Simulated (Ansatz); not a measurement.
# SbAu: relaxation of cell and atoms

All numbers below come from Ansatz 0.2.0, DFT, PBE, PAW with Ansatz's default frozen-core files, scalar-relativistic.

Command: `ansatz run input.yaml --threads 1 --pin off --max-ram 2048MiB --backend cpu --events-out ev --progress --plain --runs-dir out` The run took about 42 s on 1 thread of a shared machine.

```yaml
crystal:
  lattice:
    - [0.0, 3.2195088072, 3.2195088072]
    - [3.2195088072, 0.0, 3.2195088072]
    - [3.2195088072, 3.2195088072, 0.0]
  atoms:
    - { symbol: Au, position: [0.0, 0.0, 0.0] }
    - { symbol: Sb, position: [0.25, 0.25, 0.25] }
kpoints:
  mp_grid: { grid: [10, 10, 10] }
scf:
  occupations: { method: fermi_dirac, width: 0.08 }
hamiltonian:
  xc: pbe
  pseudopotentials: { kind: paw }
output:
  forces: true
  stress: true
  write_density: true
  write_potential: true
  elf: true
  volumetric_format: npy
relax:
  f_tol: 0.005
  max_steps: 80
  cell: {}
```

Spin–orbit coupling is left out, though it moves levels of the heavy atoms by tenths of an eV or more.

The cell is built from the zincblende type as a first guess.

The cutoff is 420 eV; energies and pressures of the walk include the program's estimate of the Pulay term.

Each frame lists the cell vectors (Å), then Cartesian positions (Å); symmetry keeps all forces zero. Free energies count from the first step, -19633.4822 eV.

The walk took 5 evaluations in all; steps that aren't listed are left out.

Step 1: E = 0.0 meV, P = -4.57 GPa

```
cell 0.0000 3.2195 3.2195 3.2195 0.0000 3.2195 3.2195 3.2195 0.0000
Au    0.0000    0.0000    0.0000
Sb    1.6098    1.6098    1.6098
```

Step 2: E = -81.9 meV, P = 3.03 GPa

```
cell 0.0000 3.0626 3.0626 3.0626 0.0000 3.0626 3.0626 3.0626 0.0000
Au    0.0000    0.0000    0.0000
Sb    1.5313    1.5313    1.5313
```

Step 3: E = -104.3 meV, P = -0.61 GPa

```
cell 0.0000 3.1215 3.1215 3.1215 0.0000 3.1215 3.1215 3.1215 0.0000
Au    0.0000    0.0000    0.0000
Sb    1.5607    1.5607    1.5607
```

**Question.** How does the relaxation end?

**Answer.** It converges, with a = 6.222 Å, b = 6.222 Å, c = 6.222 Å, α = 90.00°, β = 90.00°, γ = 90.00° (conventional cell, space group F-43m). The last solve (on a basis chosen afresh for the final cell, so its energy is not quite comparable) gives E = -104.0 meV, P = -0.03 GPa:
```
cell 0.0000 3.1109 3.1109 3.1109 0.0000 3.1109 3.1109 3.1109 0.0000
Au    0.0000    0.0000    0.0000
Sb    1.5554    1.5554    1.5554
```
